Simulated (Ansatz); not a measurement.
Input and command of a plane-wave DFT calculation in Ansatz:

```yaml
crystal:
  lattice:
    - [2.465180202, -5.7977386232, 0.0]
    - [2.465180202, 5.7977386232, 0.0]
    - [0.0, 0.0, 4.1999366404]
  atoms:
    - { symbol: Bi, position: [0.64, 0.36, 0.25] }
    - { symbol: Bi, position: [0.36, 0.64, 0.75] }
    - { symbol: As, position: [0.93, 0.07, 0.25] }
    - { symbol: As, position: [0.07, 0.93, 0.75] }
basis:
  ecutwfc: 420
kpoints:
  mp_grid: { grid: [4, 4, 4] }
hamiltonian:
  xc: pbe
scf:
  occupations: { method: gaussian, width: 0.1 }
  lower_state_search: "off"
output:
  forces: true
  stress: true
  eigenvalues: true
relax:
  adjacent_minimum: "off"
  f_tol: 0.04
  max_steps: 70
  cell: { stress_tol: 0.4 }
```

```bash
ansatz run input.yaml --threads 1 --pin off --max-ram 2560MiB --backend cpu --events-out ev --progress --plain --runs-dir out
```

Processor: Arm Neoverse V1, 1 thread, on a host shared with other jobs.

Question: How long does it run, and how much memory does it take?

Answer: About 54 s on 1 thread of Arm Neoverse V1, on a shared host, peak memory 0.42 GiB. It solves 36 bands at 21 k points (the mesh reduced by the symmetry that the task leaves, which can be less than the crystal's) with about 2169 plane waves (on the last cell), in 54 SCF iterations over 8 ionic steps.
